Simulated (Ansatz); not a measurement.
Harmonic vibrational thermodynamics of Mg (hcp (Mg type), P6_3/mmc) at fixed volume, PBEsol (plane waves, PAW; program Ansatz). The rows extrapolate the 0 K crystal and know nothing of melting or changes of phase.

```
T (K)  F_vib (meV/atom)  S (J/K per mol of atoms)  C_V (J/K per mol of atoms)
-----  ----------------  ------------------------  --------------------------
50                 31.8                       2.0                         5.5
100                29.0                       9.2                        15.3
200                12.2                      22.4                        21.8
300                   ?                         ?                        23.5
400               -52.5                         ?                           ?
600              -143.1                      48.3                        24.6
800                   ?                         ?                        24.7
1000             -371.8                      60.9                        24.8
```

### Question
Complete the blanks.

### Answer

- 300, F_vib (meV/atom): -16.0
- 300, S (J/K per mol of atoms): 31.6
- 800, F_vib (meV/atom): -251.0
- 800, S (J/K per mol of atoms): 55.4
- 400, S (J/K per mol of atoms): 38.5
- 400, C_V (J/K per mol of atoms): 24.1

Symmetry was held in the PBEsol relaxation; phonons on a q-mesh show no instability.

Potentials: the earlier of the program's two PAW sets.
